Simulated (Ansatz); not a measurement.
## What DFT gives for MgO

```
CELL_PARAMETERS angstrom
0.00000 2.18222 2.18222
2.18222 0.00000 2.18222
2.18222 2.18222 0.00000
ATOMIC_POSITIONS crystal
Mg 0.00000 0.00000 0.00000
O 0.50000 0.50000 0.50000
```

Single point in Ansatz 0.2.0 with PBE, no spin polarisation. Cutoff 420 eV, PAW datasets, 10×10×10 Γ-centred k mesh, methfessel-paxton filling (width 0.0508 eV).

Problem. What is the formation energy?

Solution. -2.66 eV an atom against the elements' usual phases (free molecules for gases, crystals otherwise, with no correction for O₂ or N₂), so it is bound against them; other compounds may still compete. Relaxing would lower it.

Problem. What do density and ELF say about some of the short contacts?

Solution. Mg–O at 2.18 Å: least valence density 0.22 e/Å³ and ELF 0.06 there, a closed-shell (ionic or weak) contact. These are pseudo-fields; inside the PAW spheres they differ from the all-electron ones.

Problem. Which element gives electrons and which takes them?

Solution. Bader charges in e: Mg +1.72, O -1.72. In the mean Mg gives up most and O takes most.

Problem. What does the stress say?

Solution. The pressure is -9.8 GPa (compression positive), so with the atoms held at these fractions the cell would first shrink.

Problem. Metal or insulator? Give the gap.

Solution. The gap is 3.78 eV, direct at the points sampled. A semilocal functional usually gives too small a gap.

Problem. Which orbitals make up the band edges?

Solution. Within 0.7 eV of the edges, the states project mainly on O p (98 %) below the gap and on Mg s (56 %), O s (29 %) and O p (13 %) above it.

Origin: a database entry at a rescaled volume.
